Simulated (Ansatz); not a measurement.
Si₂Rh₃:
```
CELL_PARAMETERS angstrom
      3.95864     0.00000     0.00000
     -1.97932     3.42829     0.00000
      0.00000     0.00000     5.03255
ATOMIC_POSITIONS crystal
  Si 0.33333 0.66667 0.19791
  Si 0.66667 0.33333 0.80209
  Rh 0.33333 0.66667 0.67350
  Rh 0.66667 0.33333 0.32650
  Rh 0.00000 0.00000 0.00000
```

Relaxed with PBEsol. Special points in fractions of this cell's reciprocal vectors: Γ (0.000, 0.000, 0.000); M (0.500, 0.000, 0.000); K (0.333, 0.333, 0.000); A (0.000, 0.000, 0.500); L (0.500, 0.000, 0.500); H (0.333, 0.333, 0.500).

Q: List the band energies nearest the Fermi level at these points for the program Ansatz at the PBEsol with spin–orbit coupling level (PAW).

A: In eV from the Fermi level; about four levels below and three above (degenerate sets whole), none deeper than 8.9 eV; points with the same levels are listed once.

```
k                    below                above
-  -----------------------  -------------------
Γ  -0.98 -0.98 -0.37 -0.37  1.98 1.98 4.38 4.38
M  -1.06 -1.06 -0.93 -0.93  0.27 0.27 2.21 2.21
K  -1.61 -1.61 -1.54 -1.54  1.50 1.50 1.52 1.52
A  -1.93 -1.93 -1.39 -1.39  0.36 0.36 0.37 0.37
L  -1.43 -1.43 -0.80 -0.80  1.25 1.25 2.23 2.23
H  -1.15 -1.15 -1.05 -1.05  1.24 1.24 1.34 1.34
```

Space group P-3m1 (La2O3 or Ni2Al3 type). The first step of the workflow began from a Materials Project structure, measured or hypothetical; the Crystallography Open Database copy checked does not list it. Its standing as an ambient phase is unchecked. The PBEsol relaxation kept the symmetry of its start; its stability against distortions is not shown here. No spin polarisation was allowed.

Potentials: the later of the program's two PAW sets.
